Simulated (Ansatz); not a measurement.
Question: Each is relaxed and computed with DFT-r²SCAN in the program Ansatz with PAW potentials. Which is the only metal?
A. ZnGeAs2, chalcopyrite
B. SiGe, wurtzite
C. CaZrN2, R-3m (Ca on 3a, Zr on 3b, N on 6c)
D. Zr5Ge3, P6_3/mcm (Zr on 6g, Zr on 4d, Ge on 6g)

Answer: D, Zr5Ge3, P6_3/mcm (Zr on 6g, Zr on 4d, Ge on 6g). Zr5Ge3: metal; CaZrN2: gap 0.83 eV (indirect); ZnGeAs2: gap 0.60 eV (direct); SiGe: gap 0.66 eV (indirect). Standing as an ambient phase not checked: Zr5Ge3, P6_3/mcm (Zr on 6g, Zr on 4d, Ge on 6g); CaZrN2, R-3m (Ca on 3a, Zr on 3b, N on 6c); ZnGeAs2, chalcopyrite; SiGe, wurtzite. All cells were relaxed under the symmetry of their starts (and spin orders); stability against distortions was not tested throughout. Rows with no word on spin ran without spin polarisation. Scalar-relativistic: spin–orbit coupling is off unless named, which matters more the heavier the elements.

Potentials: the later of the program's two PAW sets.
